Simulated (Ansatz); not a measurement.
The start is a generated cell, Rh placed in the AFLOW prototype A_hR12_166_2h (as in B). A full variable-cell relaxation at zero pressure is run with r2SCAN (plane waves to 500 eV, PAW, scalar-relativistic; Ansatz, an electronic-structure program). The first steps use a coarse 5×5×5 k-mesh.

Input geometry:
```
Rh
1.0
    3.03085     1.74986     5.17311
   -3.03085     1.74986     5.17311
    0.00000    -3.49973     5.17311
Rh
12
Cartesian
 -1.96063   1.13197   3.50784
  0.00000  -2.26394   3.50784
  1.96063   1.13197   3.50784
  1.96063  -1.13197  12.01150
  0.00000   2.26394  12.01150
 -1.96063  -1.13197  12.01150
 -1.24780   0.72042   5.55334
  0.00000  -1.44084   5.55334
  1.24780   0.72042   5.55334
  1.24780  -0.72042   9.96600
  0.00000   1.44084   9.96600
 -1.24780  -0.72042   9.96600
```

* **Outcome**: The space group stays R-3m (No. 166) (the run could not lower it); the end is AFLOW prototype A_hR12_166_2h (as in B), with 12 atoms in the primitive cell
* **Energy released**: about 2.3 eV/atom
* **Volume change**: +38.3 %, from 13.72 to 18.97 Å³/atom
* **Band gap at the end**: no gap (metallic)
* **Optimiser moves**: 10

The end point of the relaxation:

Space group R-3m, hexagonal axes (No. 166); a = 6.759 Å, b = 6.759 Å, c = 17.255 Å, α = 90.00°, β = 90.00°, γ = 120.00°

```json
[
 {"atom": "Rh", "site": "18h", "symmetry": ".m", "x": "0.2501", "y": "0.1250", "z": "0.1061"},
 {"atom": "Rh", "site": "18h", "symmetry": ".m", "x": "0.2112", "y": "0.4225", "z": "0.0270"}
]
```
(The calculation used a cell of 12 atoms; values per cell refer to that cell.)

Final values are on a 7×7×7 k-mesh of the relaxed cell. The start holds a very short contact (Rh–Rh 2.11 Å). No spin polarisation in the result.

The run could not lose the symmetry of its start, so the end can be a saddle point.

The relaxed structure here is a generated cell of Rh: the first start was made by placing the elements on the sites of a structure type, and the end was not matched to a known phase here, so it may be hypothetical. Known forms of Rh include space group No. 225.
